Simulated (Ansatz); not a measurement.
This cell of SiO2 (rutile) is off equilibrium:

```
SiO2
1.0
    4.24975     0.00000     0.00000
    0.00000     4.24975     0.00000
    0.00000     0.00000     2.71369
Si O
2 4
Cartesian
  0.00000   0.00000   0.00000
  2.12488   2.12488   1.35685
  1.30068   1.30068   0.00000
  3.42555   0.82420   1.35685
  0.82420   3.42555   1.35685
  2.94908   2.94908   0.00000
```

These are PBEsol (plane waves to 420 eV, PAW, scalar-relativistic; Ansatz, a program for electronic structure) values and carry that method's errors. k mesh 8×8×12 (Γ-centred), Fermi-Dirac smearing 0.05 eV. The energy includes the smearing's −TS. Stress and pressure are positive under compression. As the atoms are clamped, bonds stretch with the cell, which overstates energies and stresses. SiO2 was relaxed with its symmetry unable to fall.

Question: What is the stress tensor (GPa)?

Answer: 
```
  -10.6      0.0      0.0
    0.0    -10.6      0.0
    0.0      0.0    -13.2
```
The pressure, a third of the trace, is -11.5 GPa.

Question: It is the relaxed cell deformed to V/V₀ = 1.040, (c/a)/(c/a)₀ = 1.000, c along z, fractional positions held. What is its energy relative to the relaxed cell?

Answer: 11.6 meV/atom.

(Under strain, the slope of the energy per volume gives the stress and its curvature an elastic modulus.)
